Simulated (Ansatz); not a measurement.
The relaxed structure here is a generated cell of PbSe: the first start was made by placing the elements on the sites of a structure type, and the end was not matched to a known phase here, so it may be hypothetical. Known forms of PbSe include space group No. 225.

One stationary structure of PbSe. These are PBE (plane waves to 420 eV, PAW, scalar-relativistic; Ansatz, an electronic-structure program) values and carry that method's errors.

```cif
data_PbSe
_chemical_formula_sum 'Pb1 Se1'
_space_group_name_H-M_alt 'P 1'
_space_group_IT_number 1
_cell_length_a 4.87940
_cell_length_b 4.87940
_cell_length_c 4.87940
_cell_angle_alpha 60.000
_cell_angle_beta 60.000
_cell_angle_gamma 60.000
loop_
_space_group_symop_operation_xyz
  'x, y, z'
loop_
_atom_site_label
_atom_site_type_symbol
_atom_site_fract_x
_atom_site_fract_y
_atom_site_fract_z
_atom_site_occupancy
Pb1 Pb 0.00000 0.00000 0.00000 1
Se1 Se 0.75000 0.75000 0.75000 1
```

**Question.** Determine the symmetry and give the standard cell with its independent sites.

**Answer.** Space group F-43m (No. 216); a = 6.9005 Å, b = 6.9005 Å, c = 6.9005 Å, α = 90.00°, β = 90.00°, γ = 90.00°

| atom | site | symmetry | x | y | z |
|---|---|---|---|---|---|
| Pb | 4a | -43m | 0.0000 | 0.0000 | 0.0000 |
| Se | 4c | -43m | 0.2500 | 0.2500 | 0.2500 |

This is the zinc blende type.

**Question.** Give the shortest distances between elements (the closest pairs, up to four, under 3.6 Å).

**Answer.** Pb–Se 2.99 Å.

```json
{
  "volume_per_atom": "41.07 Å³",
  "band_gap": "0.67 eV, indirect (valence top at W, conduction bottom at X) (no spin-orbit coupling)",
  "smallest_direct_gap": "1.17 eV at X"
}
```

No spin polarisation in the result. Spin-orbit coupling is missing; with elements this heavy it can move band edges by tenths of an eV or more.

The run could not lose the symmetry of its start, so the end can be a saddle point.
